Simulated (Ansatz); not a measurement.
## Competing spin states in KVF3

```xyz
10
Lattice="8.2620 0.0000 0.0000 0.0000 4.1310 0.0000 0.0000 0.0000 4.1310" Properties=species:S:1:pos:R:3 pbc="T T T"
K     0.0000    0.0000    0.0000
V     2.0655    2.0655    2.0655
F     2.0655    2.0655    0.0000
F     0.0000    2.0655    2.0655
F     2.0655    0.0000    2.0655
K     4.1310    0.0000    0.0000
V     6.1965    2.0655    2.0655
F     6.1965    2.0655    0.0000
F     4.1310    2.0655    2.0655
F     6.1965    0.0000    2.0655
```

Computed with plane-wave PAW DFT (Ansatz 0.2.0): r2SCAN, 500 eV cutoff, 4×7×7 Γ-centred mesh, fermi-dirac occupations of width 0.050 eV. The atoms are fixed and numbered as listed; spin is collinear, without spin-orbit coupling.

Different starts of the self-consistent cycle ended in different solutions. Their moments in μB:

```tsv
state	V2	V7	other atoms together	size of the net moment a cell
A	2.25	-2.25	0.00	0.00
B	0.00	0.00	0.00	0.00
C	2.25	2.25	0.20	6.00
```

Site moments are taken in small spheres that don't touch (radius about 0.4 of the atom's shortest bond), so those of the magnetic atoms read low, and they needn't add up to the net moment. State B was run without spin polarisation.

Task: Rank the states by energy at zero smearing.

Result: State A (antiparallel, compensated) is lowest; C (parallel moments) lies 3.2 meV above it, B (without moments) lies 498 meV above it, all counted an atom of the cell.

Task: Which states have a gap on the mesh, and what pressure does each exert on this cell?

Result: A: gap 1.85 eV, -0.3 GPa; B: no gap, -4.3 GPa; C: gap 1.62 eV, -0.1 GPa (positive in compression). Moments take up room: without them the pressure is lower, so that state wants a smaller cell.

Task: Compare the parallel order C with the antiparallel order A.

Result: Between C and A the moments keep their size (2.25 against 2.25 μB in the mean), so the difference mostly measures the exchange between the flipped sites: the antiparallel order gains 16 meV for each V atom. The nearest flipped pair stands 4.13 Å apart. Flipped pairs are linked through F; the widest V–F–V angle among the nearer links is 180°, at 4.13 Å between the metal atoms. A nearly straight link favours antiparallel spins by superexchange as a rule of thumb, which fits.

Task: What does magnetism gain here?

Result: 498 meV an atom of the cell, or 2492 meV for each V atom, against state B, which has none. A run without spin would miss this and give wrong energies and forces. That state isn't the paramagnet, which keeps its moments, so this is no ordering energy.

The cell is that of a Crystallography Open Database entry, unchanged but doubled along one cell vector so that moments can oppose.

Caveats: only orders that fit this cell and collinear spins were tried, so the true order may need a larger cell or canted moments; atoms and cell are not relaxed, and each state would relax in its own way; semilocal functionals without U often misplace the states of 3d oxides, halides and chalcogenides; the k mesh is coarse, so differences of a few meV are uncertain where a state is a metal; one start a pattern, so a lower state of the same pattern may exist.
